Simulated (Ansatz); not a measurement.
**Calculated Na-23 NMR of the central transition for NaMgScS3O12**

Cell: a computed structure from the Materials Project (it need not be an observed phase), taken as it stands.

```cif
data_structure
_symmetry_space_group_name_H-M 'P 1'
_symmetry_Int_Tables_number 1
_cell_length_a 9.1730
_cell_length_b 9.1730
_cell_length_c 9.1730
_cell_angle_alpha 56.827
_cell_angle_beta 56.827
_cell_angle_gamma 56.827
_cell_volume 505.83
loop_
_atom_site_label
_atom_site_type_symbol
_atom_site_fract_x
_atom_site_fract_y
_atom_site_fract_z
_atom_site_occupancy
Na1 Na 0.50210 0.50210 0.50210 1
Na2 Na 0.00210 0.00210 0.00210 1
Mg3 Mg 0.64890 0.64890 0.64890 1
Mg4 Mg 0.14890 0.14890 0.14890 1
Sc5 Sc 0.35170 0.35170 0.35170 1
Sc6 Sc 0.85170 0.85170 0.85170 1
S7 S 0.75284 0.03923 0.45540 1
S8 S 0.45540 0.75284 0.03923 1
S9 S 0.03923 0.45540 0.75284 1
S10 S 0.53923 0.25284 0.95540 1
S11 S 0.95540 0.53923 0.25284 1
S12 S 0.25284 0.95540 0.53923 1
O13 O 0.72408 0.88083 0.48681 1
O14 O 0.48681 0.72408 0.88083 1
O15 O 0.88083 0.48681 0.72408 1
O16 O 0.38083 0.22408 0.98681 1
O17 O 0.98681 0.38083 0.22408 1
O18 O 0.22408 0.98681 0.38083 1
O19 O 0.27592 0.11853 0.51231 1
O20 O 0.51231 0.27592 0.11853 1
O21 O 0.11853 0.51231 0.27592 1
O22 O 0.61853 0.77592 0.01231 1
O23 O 0.01231 0.61853 0.77592 1
O24 O 0.77592 0.01231 0.61853 1
O25 O 0.41692 0.78623 0.56733 1
O26 O 0.56733 0.41692 0.78623 1
O27 O 0.78623 0.56733 0.41692 1
O28 O 0.28623 0.91692 0.06733 1
O29 O 0.06733 0.28623 0.91692 1
O30 O 0.91692 0.06733 0.28623 1
O31 O 0.58469 0.21268 0.43351 1
O32 O 0.43351 0.58469 0.21268 1
O33 O 0.21268 0.43351 0.58469 1
O34 O 0.71268 0.08469 0.93351 1
O35 O 0.93351 0.71268 0.08469 1
O36 O 0.08469 0.93351 0.71268 1
```

Atom numbers follow the list; atoms alike are taken as one site, whose name carries the number of the first.

Method: Kohn–Sham DFT in Ansatz, PBE, plane waves and PAW, scalar-relativistic, 420 eV cutoff, Γ-centred 3×3×3 k-points, Fermi–Dirac smearing 0.02 eV.

Na-23 has I = 3/2 and Q = 104.0 mb (Pyykkö 2018); at 16.4 T its Larmor frequency is ν₀ = 184.8 MHz. Only the quadrupole interaction is simulated: positions count from each site's isotropic chemical shift, and J coupling is left out, as are shift anisotropy and dipolar coupling, which fast spinning averages.

Problem. Simulate the second-order pattern (fast magic-angle spinning, Gaussian broadening 0.04 kHz) of site Na (6 O at 2.59–2.67 Å).

Solution. The calculation gives C_Q = -1.89 MHz and η = 0.00, so ν_Q = 0.945 MHz and the centre of gravity lies at -2.62 ppm (-0.483 kHz).

```json
{"offset (kHz)": "-1.256", "height": "0"}
{"offset (kHz)": "-1.219", "height": "1"}
{"offset (kHz)": "-1.182", "height": "4"}
{"offset (kHz)": "-1.145", "height": "5"}
{"offset (kHz)": "-1.108", "height": "5"}
{"offset (kHz)": "-1.071", "height": "5"}
{"offset (kHz)": "-1.034", "height": "5"}
{"offset (kHz)": "-0.997", "height": "5"}
{"offset (kHz)": "-0.960", "height": "5"}
{"offset (kHz)": "-0.923", "height": "6"}
{"offset (kHz)": "-0.886", "height": "6"}
{"offset (kHz)": "-0.849", "height": "6"}
{"offset (kHz)": "-0.812", "height": "7"}
{"offset (kHz)": "-0.775", "height": "32"}
{"offset (kHz)": "-0.738", "height": "78"}
{"offset (kHz)": "-0.701", "height": "55"}
{"offset (kHz)": "-0.664", "height": "43"}
{"offset (kHz)": "-0.627", "height": "38"}
{"offset (kHz)": "-0.590", "height": "36"}
{"offset (kHz)": "-0.553", "height": "35"}
{"offset (kHz)": "-0.516", "height": "34"}
{"offset (kHz)": "-0.479", "height": "34"}
{"offset (kHz)": "-0.442", "height": "34"}
{"offset (kHz)": "-0.405", "height": "36"}
{"offset (kHz)": "-0.368", "height": "37"}
{"offset (kHz)": "-0.331", "height": "40"}
{"offset (kHz)": "-0.294", "height": "44"}
{"offset (kHz)": "-0.257", "height": "52"}
{"offset (kHz)": "-0.220", "height": "72"}
{"offset (kHz)": "-0.183", "height": "100"}
{"offset (kHz)": "-0.146", "height": "24"}
{"offset (kHz)": "-0.109", "height": "0"}
```

An axis of threefold or higher order runs through Na, so V_zz lies along it and η is zero.

The largest force is 0.4 eV/Å, so the atoms aren't at the calculated equilibrium and relaxing them would move these values.
